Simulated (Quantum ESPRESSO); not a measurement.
# Moving one atom in Mg3GaO4

Calculated results; nothing here was measured. They come from pw.x of Quantum ESPRESSO 7.5, a plane-wave density functional program, with PseudoDojo standard norm-conserving files (v0.5 for PBE, v0.4.1 for LDA and PBEsol). The cells are made up: elements, strain and atom displacements were drawn at random, and nothing was relaxed. There is no spin polarisation, spin-orbit coupling or dispersion term.

The cell has 8 sites of a wurtzite lattice (rectangular cell). Sites 1 to 4 hold Mg Ga Mg Mg; sites 5 to 8 hold O O O O. Cell vectors in Å: (3.299, -0.038, -0.018); (-0.067, 5.621, 0.028); (-0.030, 0.027, 5.204). Settings: PBE, cutoff 1143 eV, 7 x 6 x 6 k mesh shifted by half a step, Fermi-Dirac smearing of 0.1 eV.

Each run shifts the O atom on site 8 along z and leaves all else fixed. Site 4 is one of its nearest neighbours. E is the free energy of the cell above the lowest run shown.

| run | shift (Å) | Fz on site 8 (eV/Å) | Fz on site 4 (eV/Å) | P (GPa) | E (meV) |
| --- | --- | --- | --- | --- | --- |
| 1 | -0.1304 | 1.164 | -0.734 | 9.09 | 48.2 |
| 2 | -0.1179 | 0.980 | -0.613 | 9.08 | 34.8 |
| 3 | -0.0957 | 0.677 | -0.417 | 9.07 | 16.6 |
| 4 | -0.0164 | -0.209 | 0.088 | 9.22 | 0.0 |
| 6 | 0.1315 | -1.232 | 0.470 | 9.99 | 115.1 |
| 7 | 0.1449 | -1.295 | 0.480 | 10.07 | 132.1 |
| 5 | 0.0315 | ? | ? | ? | ? |

A rerun of one of these cells at 1437 eV and k mesh 9 x 8 x 8 moved values by no more than 0.004 eV in the cell's energy, 0.05 GPa in stress and 0.012 eV/Å in force.

## Worked fit

A parabola through the six runs shown gives Fz on site 8 = -0.368 - 9.16 u + 19.4 u² eV/Å, with u in Å and a scatter of 0.009 eV/Å. Minus the slope, 9.16 ± 0.40 eV/Å², is this atom's force constant along z at u = 0, with its periodic images moving too. The fitted force vanishes at u = -0.037 Å, where the energy should be lowest along this line. The error is the larger of the fit's own and the change that a cubic makes, rounded up.

## Withheld run

Question: what Fz on site 8 should run 5 give?

The fit gives -0.637 eV/Å. The calculation gave -0.616 eV/Å.

```
run  shift (Å)  Fz on site 8 (eV/Å)  Fz on site 4 (eV/Å)  P (GPa)  E (meV)
  5     0.0315               -0.616                0.277     9.42     20.1
```